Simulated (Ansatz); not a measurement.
**PtSeS4: stable or not**

The structure comes from a generated guess, relaxed at this level; another structure or a mixture of phases may lie lower.

Method: Ansatz, DFT PBE, scalar-relativistic, plane waves, PAW. Cutoff 420 eV, Γ-centred 12×12×2 mesh (6-atom cell), Gaussian smearing of 0.02 eV, no spin polarisation.

```cif
data_structure
_symmetry_space_group_name_H-M 'P 1'
_symmetry_Int_Tables_number 1
_cell_length_a 3.5789
_cell_length_b 3.5789
_cell_length_c 12.9970
_cell_angle_alpha 90.000
_cell_angle_beta 90.000
_cell_angle_gamma 120.000
_cell_volume 144.17
loop_
_atom_site_label
_atom_site_type_symbol
_atom_site_fract_x
_atom_site_fract_y
_atom_site_fract_z
_atom_site_occupancy
Pt1 Pt 0.00000 0.00000 0.50000 1
Se1 Se 0.00000 0.00000 0.00000 1
S1 S 0.66667 0.33333 0.59433 1
S2 S 0.66667 0.33333 0.11260 1
S3 S 0.33333 0.66667 0.88740 1
S4 S 0.33333 0.66667 0.40567 1
```

Energies over the elements count from the elements' standard structures at the same level, with no fitted energy shifts.

**Question.** These tests were run: energy against the elements; phonons on a 2×2×1 q mesh; elastic tensor. What do they show?

**Answer.**

```csv
test,result
energy against the elements,−0.043 eV/atom
phonons on a 2×2×1 q mesh,imaginary modes down to 69i cm⁻¹
elastic tensor,least eigenvalue 0 GPa
```

It fails one test: phonons on a 2×2×1 q mesh. So it isn't even a local minimum.

No dispersion correction is applied, so the spacing and binding between layers, chains or molecules are poorly described. These runs have no spin–orbit coupling, which can matter for Pt. The reference forms of S and Se are held partly by dispersion forces, which this level lacks. The run for the phonons used a 12×12×2 k mesh. The run for the elastic tensor used a 12×12×2 k mesh.
